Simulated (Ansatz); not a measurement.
NiSb (NiAs type, P6_3/mmc) at seven volumes, PBEsol (plane waves, PAW; program Ansatz), shape and atoms relaxed at each. One row is withheld.

```json
[
 {"V (Å³/atom)": "15.318", "P (GPa)": "15.53"},
 {"V (Å³/atom)": "15.823", "P (GPa)": "9.46"},
 {"V (Å³/atom)": "16.328", "P (GPa)": "4.33"},
 {"V (Å³/atom)": "16.833", "P (GPa)": "0.00"},
 {"V (Å³/atom)": "17.338", "P (GPa)": "?"},
 {"V (Å³/atom)": "17.843", "P (GPa)": "-6.60"},
 {"V (Å³/atom)": "18.348", "P (GPa)": "-9.11"}
]
```

Task: Fit the shown pressures and predict the withheld one.

Result: P = (3/2)B₀(x^(7/2) − x^(5/2))[1 + (3/4)(B′ − 4)(x − 1)] with x = (V₀/V)^(2/3). Least squares on the six rows gives V₀ = 16.836 Å³/atom, B₀ = 131 GPa, B′ = 4.86. At V = 17.338, x = 0.9806 and P = -3.58 GPa. The run itself gave -3.60 GPa.

The PBEsol relaxation kept the symmetry of its start; of distortions, only those at the zone centre were tested. No spin polarisation was allowed. Scalar-relativistic: spin–orbit coupling is off unless named, which matters more the heavier the elements.

Potentials: the later of the program's two PAW sets.
